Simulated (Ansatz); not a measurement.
# From a trial cell to the properties of CuS in the zincblende structure

Method: PBEsol, scalar-relativistic; collinear spin; PAW, 420 eV, Γ-centred 10×10×10 mesh, 0.05 eV Gaussian smearing; code Ansatz; PAW files: Ansatz's generated set soft_2.

The start was a prototype's sites filled with these elements. The Crystallography Open Database lists the compound in space groups Cmcm, P63/mmc, so this is a trial structure.

The first cell:

```
Cu S
1.0
     0.00000    2.80038    2.80038
     2.80038    0.00000    2.80038
     2.80038    2.80038    0.00000
Cu S
1 1
Direct
  0.00000 0.00000 0.00000
  0.25000 0.25000 0.25000
```

Starting moments (μB, in the order of the atoms): 1.0, 0.0.

The first steps of the search for zero pressure:

| run | level | k-mesh | kind | V (Å³/atom) | P (GPa) | gap on the mesh (eV) |
| --- | --- | --- | --- | --- | --- | --- |
| 1 | PBEsol | 10×10×10 | fixed cell | 21.96 | -13.9 | metal |

(1) At which volume does PBEsol reach zero pressure?

Answer:

(1) 16.82 Å³/atom, about 23.4 % under the start.

The steps that followed:

| run | level | k-mesh | kind | V (Å³/atom) | P (GPa) | E − E(final) (meV/atom) | gap on the mesh (eV) |
| --- | --- | --- | --- | --- | --- | --- | --- |
| 2 | PBEsol | 10×10×10 | fixed cell | 19.92 | -11.1 | 127.2 | metal |
| 3 | PBEsol | 10×10×10 | fixed cell | 17.93 | -5.4 | 20.0 | metal |
| 4 | PBEsol | 10×10×10 | fixed cell | 16.75 | 0.4 | 0.1 | metal |
| 5 | PBEsol | 10×10×10 | fixed cell | 16.82 | 0.0 | 0.0 | metal |

The cell is relaxed to zero pressure at this level.

The final structure (symmetry read at 0.01 Å). It takes space group F-43m (No. 216, cubic). The conventional cell has a = 5.124 Å, b = 5.124 Å, c = 5.124 Å, α = 90.00°, β = 90.00°, γ = 90.00°. Around Cu (site symmetry -43m) lie 4 S at 2.22 Å. S (site symmetry -43m) has 4 Cu at 2.22 Å as nearest neighbours. (Neighbours are counted to 15 % beyond the shortest distance.)

At the final geometry the gap, band path included, is zero (metallic) and no site carries a moment. The equation of state gives B0 = 99 GPa and B0′ = 4.6. Against the elements' standard states, run alike and uncorrected, the formation energy is -0.22 eV/atom. The runs in the table took roughly 1 core-minutes.

**What lies behind the numbers.**

With 25 valence electrons in the calculation's cell and no magnetic order, the bands, two electrons each, can't all be full or empty: band theory demands a metal. (Only strong correlation, outside this picture, could make a Mott insulator of it.)

The starting moments died out; a magnetic state reached from other starts isn't excluded. No antiparallel order was tried, and in such compounds it can hold moments and open a gap where a parallel start collapses.
